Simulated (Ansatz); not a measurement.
ScOF in space group P2_1 (No. 4; Pearson symbol mP12), PBE in the plane-wave PAW code Ansatz. The conduction-band minimum lies at A, with 1 equivalent valley. Second derivatives d²E/dk² of the lowest band at one valley (eV·Å²), along Cartesian directions:

| direction | d²E/dk² |
|---|---|
| [100] | 1.564 |
| [010] | 0.7117 |
| [001] | 2.652 |
| [110] | 1.138 |
| [101] | 3.880 |
| [011] | 1.681 |

**Question.** Find the principal effective masses, the density-of-states mass and the conductivity mass.

**Answer.** Off-diagonal terms follow from H_xy = H[110] − (H_xx + H_yy)/2, and m*/mₑ = 7.620 eV·Å² over each eigenvalue: 1.9, 11, 30. One valley's DOS mass (m₁m₂m₃)^(1/3) = 8.5, conductivity mass 3/(Σ 1/mᵢ) = 4.6 mₑ.

**Question.** What effective density of states Nc follows at 300 K for parabolic valleys?

**Answer.** Nc = 2.509e19 × 1 × (8.5)^(3/2) ≈ 6.2e20 cm⁻³.

The start of the workflow was typed in or built on a structure type; neither database checked (COD, Materials Project) lists it. Whether it is the stable phase at ambient conditions was not checked. Symmetry was held in the PBE relaxation; its stability against distortions is not shown here. No spin polarisation was allowed.

Potentials: the earlier of the program's two PAW sets.

Edges and masses are those of Kohn–Sham bands, whose gap is no quasiparticle gap.
